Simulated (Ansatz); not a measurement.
Relaxed Sn (beta-Sn type, space group I4_1/amd):

```xyz
2
Lattice="-2.9165 2.9165 1.5792 2.9165 -2.9165 1.5792 2.9165 2.9165 -1.5792" Properties=species:S:1:pos:R:3 pbc="T T T"
Sn     0.0000     2.9165     0.7896
Sn     0.0000     0.0000     0.0000
```

Scan: atom 1 (Sn, nearest neighbour Sn at 3.022 Å; its periodic images, 3.2 Å or more away, move with it) is displaced along Cartesian x, direction (1.000, 0.000, 0.000) in Cartesian axes, by s. The other atoms stay.

Method: PBEsol (plane waves to 420 eV, PAW, scalar-relativistic; Ansatz, an electronic-structure program). k mesh 13×13×13 (Γ-centred), Fermi-Dirac smearing 0.05 eV. The energy includes the smearing's −TS. With partly filled bands, energies and forces of such displacements shift with the k mesh and the smearing. Sn was relaxed with its symmetry unable to fall. The zero of ΔE is the undisplaced structure. The last digit holds for this mesh only.

| s (Å) | ΔE (meV/cell) |
|---|---|
| -0.300 | 191.8 |
| -0.240 | 118.4 |
| -0.180 | withheld |
| -0.120 | 28.3 |
| -0.060 | 7.0 |
| 0.000 | 0.0 |
| 0.060 | 7.0 |
| 0.120 | 28.3 |
| 0.180 | withheld |
| 0.240 | 118.4 |
| 0.300 | 191.8 |

Q: Fit an even polynomial form (powers 2, 4) to the given rows and predict ΔE at s = -0.180.

A: Least squares on the 9 given rows: ΔE = (1925)·s² + (2287)·s⁴, in meV/cell with s in Å; root-mean-square residual 0.06 meV/cell. At -0.180 the fit gives 64.8 meV/cell; the calculation gives 64.9 meV/cell, so the interpolation is off by -0.1 (-0.2 %). The quadratic term alone would give 62.4 meV/cell.

(For displaced atoms, the force is minus the slope of the energy, and its curvature is a force constant, which sets phonon frequencies.)
